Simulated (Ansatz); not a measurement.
Bi2Pt (space group Pa-3)

```
CELL_PARAMETERS angstrom
      6.67089     0.00000     0.00000
      0.00000     6.67089     0.00000
      0.00000     0.00000     6.67089
ATOMIC_POSITIONS crystal
  Bi 0.37026 0.37026 0.37026
  Bi 0.62974 0.62974 0.62974
  Bi 0.12974 0.62974 0.87026
  Bi 0.87026 0.37026 0.12974
  Bi 0.87026 0.12974 0.62974
  Bi 0.12974 0.87026 0.37026
  Bi 0.62974 0.87026 0.12974
  Bi 0.37026 0.12974 0.87026
  Pt 0.00000 0.00000 0.00000
  Pt 0.50000 0.00000 0.50000
  Pt 0.50000 0.50000 0.00000
  Pt 0.00000 0.50000 0.50000
```

The slice is a {100} plane (indices of the conventional cell) through the point (0.370, 0.130, 0.870) (fractional), spanned by u = [100] and v = [010] in vectors of this cell: u (6.67 Å) and v (6.67 Å, at 90° to u). It covers one period; positions are fractions (u, v).

Method: LDA (plane waves to 420 eV, PAW, scalar-relativistic; Ansatz, an electronic-structure program). k mesh 6×6×6. These are valence fields of a PAW run, semicore shells included where kept as valence: close to a nucleus they are smooth pseudo fields. Bi2Pt is run without spin polarisation. Bi2Pt was relaxed with its symmetry unable to fall. Spin-orbit coupling is left out, though Bi and Pt are heavy.

Predict the map of the electrostatic potential energy of an electron, from the cell's mean on the slice.


```
|xxxxxx  --%%@@@@%%##==        ==--  xxxx|
|xxxxxx  ++%%@@@@@@##--  xxxx  ::==  xxxx|
|      ==##%%@@@@@@%%==  xxxxxx::**==    |
|----++##%%%%%%@@@@%%**    xx  ==####++--|
|##%%%%%%%%%%%%@@@@@@%%**--::==**##%%%%##|
|@@@@@@@@%%%%%%%%@@@@@@%%**++------++##%%|
|@@@@@@@@%%%%%%%%@@@@@@%%++          --##|
|%%@@@@%%%%%%%%%%@@@@@@##..xxxxxxxxxx  ++|
|##%%%%########%%@@@@%%++  xxxxxxxxxxxx::|
|**++==--==**##%%@@@@%%==  xxxxxxxxxxxx..|
|==..      ==##%%@@@@%%++  xxxxxxxxxxxx::|
|--  xxxx  ::##%%@@@@%%**  xxxxxxxxxx  ==|
|--  xxxxxx::##@@@@@@%%##++          --**|
|++    xx  ++%%@@@@%%%%%%##**==----++####|
|**==::::++%%@@@@@@%%%%%%%%%%%%####%%%%##|
|----==**%%@@@@@@@@%%%%%%%%@@@@@@%%##**==|
|      ==%%@@@@@@%%%%%%%%@@@@@@@@##==    |
|xxxxxx  **%%@@@@%%%%%%%%%%@@@@%%**  xxxx|
|xxxxxx  ==%%@@@@%%##########%%%%==  xxxx|
|xxxxxx  --##@@@@%%##**==----++**--  xxxx|
```
Scale: ten equal steps from 3.00 (start of ' ') to 11.60 (end of '@'), in the order ' .:-=+*#%@'. Values: electrostatic potential energy of an electron, from the cell's mean, in eV. The map has 20 points along u (two characters each, u = 0 at the left) and 20 along v (v = 0 in the bottom row). Points within 1 Å of a nucleus are blanked (x), as the pseudised field means little there. Values under 3 eV are set to 3. The zero, the cell's mean, hangs on the PAW cores.
